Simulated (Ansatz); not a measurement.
Polymorphs of TiB2, each relaxed with PBE (plane waves, PAW; program Ansatz):

A: Cmcm, a = 2.9490 Å, b = 13.3953 Å, c = 2.9538 Å, α = 90.00°, β = 90.00°, γ = 90.00°

B: P6/mmm, a = 3.032 Å, b = 3.032 Å, c = 3.225 Å, α = 90.00°, β = 90.00°, γ = 120.00°

C: MoSi2 or CaC2 type (I4/mmm), a = 3.203 Å, b = 3.203 Å, c = 5.996 Å, α = 90.00°, β = 90.00°, γ = 90.00°

D: P4/mmm, a = b = 2.9523 Å, c = 3.4820 Å, α = β = γ = 90.00°

E: fluorite (Fm-3m), a = 5.096 Å, b = 5.096 Å, c = 5.096 Å, α = 90.00°, β = 90.00°, γ = 90.00°

Q: Rank these by energy per atom at 0 K (lowest first), as PBE gives it.

A: B (+0 meV/atom), A (+909 meV/atom), D (+1186 meV/atom), C (+1205 meV/atom), E (+1721 meV/atom)

Constructed cells (a structure type filled with these elements, in neither database checked): A; C; D; E. Not the usual ambient phase: A; C; D; E. Unstable at this level: E. All cells were relaxed under the symmetry of their starts (and spin orders); stability against distortions was not tested throughout. Rows with no word on spin ran without spin polarisation.

Energies hold the estimated change up to a 700 eV cutoff; steps of a few meV lie near the error of the meshes.

Potentials: the later of the program's two PAW sets.
